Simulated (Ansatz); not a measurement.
CaO with potassium replacing Ca: gradients before and after relaxing the atoms

Start: a supercell of CaO (rock salt type, Fm-3m) built from a structure deposited in the COD, with all atoms left at the host's positions.

Space group Fm-3m (No. 225); a = 14.4390 Å.

| site | Wyckoff | site symmetry | x | y | z |
| --- | --- | --- | --- | --- | --- |
| K | 4a | m-3m | 0.0000 | 0.0000 | 0.0000 |
| Ca2 | 48h | m.m2 | 0.1667 | 0.1667 | 0.0000 |
| Ca5 | 32f | .3m | 0.3333 | 0.1667 | 0.1667 |
| Ca15 | 24e | 4m.m | 0.5000 | 0.5000 | 0.3333 |
| O28 | 32f | .3m | 0.1667 | 0.1667 | 0.1667 |
| O30 | 24e | 4m.m | 0.5000 | 0.5000 | 0.1667 |
| O32 | 48i | m.m2 | 0.5000 | 0.3333 | 0.3333 |
| O41 | 4b | m-3m | 0.5000 | 0.5000 | 0.5000 |

One atom of each set is listed; the run and its k-mesh use a cell of 54 atoms with edges of 10.21, 10.21, 10.21 Å.

Computed with Ansatz: DFT, PBE, plane waves and PAW, scalar-relativistic, 420 eV cutoff, Γ-centred 2×2×2 k-points, Fermi–Dirac smearing 0.01 eV, cell charge -1.

The largest force at the start is 1.9 eV/Å. Relaxing the ions at fixed cell moves them by 0.157 Å at most (atom 30, O) and 0.053 Å rms.

```json
{"site": "K", "moved (Å)": "0.000", "first shell before": "6 O at 2.41 Å", "first shell after": "6 O at 2.56 Å", "V_zz before (10²¹ V/m²)": "0.00", "η before": "–"}
{"site": "Ca2", "moved (Å)": "0.014", "first shell before": "6 O at 2.41 Å", "first shell after": "6 O at 2.40–2.41 Å", "V_zz before (10²¹ V/m²)": "0.42", "η before": "0.29"}
{"site": "Ca5", "moved (Å)": "0.007", "first shell before": "6 O at 2.41 Å", "first shell after": "6 O at 2.40–2.41 Å", "V_zz before (10²¹ V/m²)": "-0.012", "η before": "0.00"}
{"site": "Ca15", "moved (Å)": "0.011", "first shell before": "6 O at 2.41 Å", "first shell after": "6 O at 2.26–2.41 Å", "V_zz before (10²¹ V/m²)": "-0.68", "η before": "0.00"}
{"site": "O28", "moved (Å)": "0.004", "first shell before": "6 Ca at 2.41 Å", "first shell after": "6 Ca at 2.41 Å", "V_zz before (10²¹ V/m²)": "-0.19", "η before": "0.00"}
{"site": "O30", "moved (Å)": "0.157", "first shell before": "5 Ca at 2.41 Å, 1 K at 2.41 Å", "first shell after": "5 Ca at 2.26–2.40 Å, 1 K at 2.56 Å", "V_zz before (10²¹ V/m²)": "-1.91", "η before": "0.00"}
{"site": "O32", "moved (Å)": "0.008", "first shell before": "6 Ca at 2.41 Å", "first shell after": "6 Ca at 2.40–2.41 Å", "V_zz before (10²¹ V/m²)": "-0.29", "η before": "0.38"}
```

Question: What are V_zz and η after the relaxation?

Answer: 

| site | V_zz after | η after | change of V_zz |
| --- | --- | --- | --- |
| K | 0.00 | – | 0.00 |
| Ca2 | -0.93 | 0.38 | – |
| Ca5 | 0.071 | 0.00 | +0.08 |
| Ca15 | -2.21 | 0.00 | -1.53 |
| O28 | 0.15 | 0.00 | +0.34 |
| O30 | -1.92 | 0.00 | -0.01 |
| O32 | -0.44 | 0.11 | -0.15 |

The largest change of V_zz along a kept axis is on Ca15, from -0.68 to -2.21. On O32 V_xx and V_yy change places (or their axes turn by over 50°), so the two values of η hide a larger change. V_zz changes sign on O28 (same axis). On Ca2 the largest principal value lies along another axis in the second run, so the two V_zz can't be compared directly. Other sites without a gradient aren't listed.

The defect repeats with the cell of 54 atoms, so it feels its images: sites between two images don't show the values beside a lone defect, and zeros or small values of η there can come from the images' arrangement. A uniform background compensates the cell's charge.
Before: The neighbours have not yet relaxed around the defect (largest force 1.9 eV/Å), so a real crystal will differ.
After: The relaxation keeps the site symmetry m-3m of the start, so the impurity can't leave its site; a start off the site could end lower.
